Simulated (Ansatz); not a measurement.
# Calculated electric field gradients for WSe₂ at a changed volume

The cell is a COD entry, relaxed with PBE at fixed cell and then changed (volume scaled by 0.98, ions relaxed).

Space group P6_3/mmc (No. 194); a = 3.2679, c = 12.8830 Å, γ = 120.00°.

| site | Wyckoff | site symmetry | x | y | z |
| --- | --- | --- | --- | --- | --- |
| W | 2c | -6m2 | 0.3333 | 0.6667 | 0.2500 |
| Se | 4f | 3m. | 0.3333 | 0.6667 | 0.6189 |

One atom of each set is listed.

Computed with Ansatz: DFT, PBE, plane waves and PAW, scalar-relativistic, collinear spin, 420 eV cutoff, Γ-centred 15×15×4 k-points, Fermi–Dirac smearing 0.02 eV. Start moments as typed (μB): 2 on each W, none on the rest.

Conventions: |V_zz| ≥ |V_yy| ≥ |V_xx|, η = (V_xx − V_yy)/V_zz, C_Q = eQV_zz/h.

(1) What field gradients does the calculation give at each kind of site?

Answers

(1) 

```json
{"site": "W", "atoms": "2", "first shell": "6 Se at 2.53 Å", "V_zz (10²¹ V/m²)": "-15.79", "η": "0.00", "C_Q (MHz)": "–"}
{"site": "Se", "atoms": "4", "first shell": "3 W at 2.53 Å; also 6 Se at 3.27 Å", "V_zz (10²¹ V/m²)": "-6.86", "η": "0.00", "C_Q (MHz)": "–"}
```

An axis of threefold or higher order runs through W and Se, so V_zz lies along it and η is zero.

W, Se have no stable isotope with a ground-state quadrupole moment in the table, so no C_Q is given.

Without spin–orbit coupling the gradients at and beside W can be off by some per cent, at some sites by more. The start moments die out, and the run ends without spin.
